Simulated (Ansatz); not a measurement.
# Magnetic orders of MnPt₂

Level of theory: Ansatz, DFT PBEsol, scalar-relativistic, plane waves, PAW.

```
Mn Pt
1.0
     2.85840    0.00000    0.00000
    -1.42920    2.47545    0.00000
     0.00000    0.00000    6.53250
Mn Pt
1 2
Direct
  0.00000 0.00000 0.00000
  0.33333 0.66667 0.68379
  0.66667 0.33333 0.31621
```

```json
{"plane-wave cutoff": "420 eV", "Γ-centred k-mesh": "18×18×8", "occupation rule": "Gaussian smearing, 0.1 eV", "list of starting moments (μB, in atom order)": "4 1 1", "check for lower electronic states after the SCF": "off"}
```

Each order was relaxed in cell and atoms. Spin–orbit coupling is left out, which for heavy magnetic ions can matter as much as these differences. Site moments are spin moments in atom-centred spheres that scale with the neighbour distance. The states are those that the runs reached from these starts; a lower one can exist. No antiferromagnetic start is among these.

Order the starts by the energy of the state that they reach, lowest first.
A. ferromagnetic
B. no spin

A (0.00 meV/atom), B (96.7 meV/atom).

| start | ends | energy above lowest (meV/atom) | site moments (μB) | gap on mesh (eV) | volume (Å³/atom) |
| --- | --- | --- | --- | --- | --- |
| no spin | non-magnetic | 96.7 | none over 0.05 | metal | 13.62 |
| ferromagnetic | ferromagnetic | 0.00 | Mn +3.46, Pt +0.24 (×2) | metal | 14.55 |